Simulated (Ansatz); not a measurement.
BaTiO₃:
```cif
data_BaO3Ti
_chemical_formula_sum 'Ba1 Ti1 O3'
_space_group_name_H-M_alt 'Pm-3m'
_space_group_IT_number 221
_space_group_name_Hall '-P 4 2 3'
_cell_length_a 3.93514
_cell_length_b 3.93514
_cell_length_c 3.93514
_cell_angle_alpha 90.000
_cell_angle_beta 90.000
_cell_angle_gamma 90.000
loop_
_atom_site_label
_atom_site_type_symbol
_atom_site_symmetry_multiplicity
_atom_site_Wyckoff_symbol
_atom_site_fract_x
_atom_site_fract_y
_atom_site_fract_z
_atom_site_occupancy
Ba1 Ba 1 b 0.50000 0.50000 0.50000 1
Ti1 Ti 1 a 0.00000 0.00000 0.00000 1
O1 O 3 d 0.00000 0.00000 0.50000 1
```

Relaxed with LDA.

Task: Give the optical modes at the zone centre with their infrared and Raman activity from DFPT, the program Ansatz at the LDA level (PAW).

Result: Transverse frequencies, without the LO–TO term; a row sums one degenerate level.

| ω (cm⁻¹) | degeneracy | IR ((D/Å)²/amu) | Raman (Å⁴/amu) | activity | symmetry |
|---|---|---|---|---|---|
| 154i | 3 | 250.10 | 0 | IR | T1u |
| 180 | 3 | 5.60 | 0 | IR | T1u |
| 283 | 3 | 0.00 | 0 | silent | T2u |
| 480 | 3 | 11.86 | 0 | IR | T1u |

Task: How high does the top mode go among those that the LO–TO term moves?

Result: 682 cm⁻¹ for q along x.

This is a known high-temperature phase of the composition, computed here at zero pressure and temperature. The LDA relaxation kept the symmetry of its start. At this level the phase is dynamically unstable (imaginary phonons). The run is not spin-polarised. Spin–orbit coupling is left out wherever it is not named.

Potentials: the earlier of the program's two PAW sets.
